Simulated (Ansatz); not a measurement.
Computed properties of Ni

Ni:
```
CELL_PARAMETERS angstrom
      2.44546     0.00000     0.00000
     -1.22273     2.11783     0.00000
      0.00000     0.00000     4.07738
ATOMIC_POSITIONS crystal
  Ni 0.33333 0.66667 0.25000
  Ni 0.66667 0.33333 0.75000
```
The run is spin-polarised; directions of the spins, atom by atom: ↑ ↑.

Space group P6_3/mmc (No. 194), hcp (Mg type); conventional cell a = b = 2.4455 Å, c = 4.0774 Å, α = β = 90.00°, γ = 120.00°.

Method: DFT-r²SCAN in the program Ansatz with PAW potentials. Geometry: relaxed at this level of theory. Other levels are named where they apply.

**Cell and energy**

| Quantity | Result |
|---|---|
| Volume per atom | 10.56 Å³ |
| Density | 9.23 g/cm³ |

**Electronic structure**

| Quantity | Result |
|---|---|
| Electronic character | metallic (no gap) |
| Density of states at the Fermi level | 1.4 states/eV per atom (mean over ±0.08 eV) |

**Magnetism**

| Quantity | Result |
|---|---|
| Magnetic order | ferromagnetic |
| Net moment | 0.71 μB per atom |

**Mechanics**

| Property | Result |
|---|---|
| Bulk modulus (Birch–Murnaghan fit) | 216 GPa |
| Pressure derivative B′ | 4.9 |
| Elastic constants (relaxed ions, GPa) | C11 = 378, C12 = 160, C13 = 130, C33 = 359, C44 = 58.0 |
| Mechanical stability | stable (all eigenvalues of C positive) |
| Hill bulk and shear moduli | 217 and 86.6 GPa |
| Young's modulus | 229 GPa |
| Poisson's ratio | 0.32 |
| Debye temperature from the elastic constants | 466 K |

The first step of the workflow began from a Materials Project structure, measured or hypothetical; the Crystallography Open Database files this formula in space group No. 194, but the cells were not matched. It is not the phase usual at ambient conditions (space group No. 225). The cell was relaxed with r²SCAN under the symmetry of its start; its stability against distortions is not shown here. Spin order of the final state: ferromagnetic, chosen from 5 collinear starts compared on coarse meshes (ties went to the first, and starts can fall back to one state), not a proven ground state. Other orbital occupations within this spin state were not tried. For itinerant 3d metals, meta-GGAs of the SCAN family and hybrids are commonly reported to give too large moments. As this level gives no gap, shear constants depend on the k-mesh and smearing (Fermi–Dirac, 0.1 eV here). Axis ratios of metals converge slowly with the k-mesh, so a and c are less sure than the volume. On the denser mesh and wider smearing of the elastic run this cell carries a stress of 1.7 GPa.

Potentials: the earlier of the program's two PAW sets.
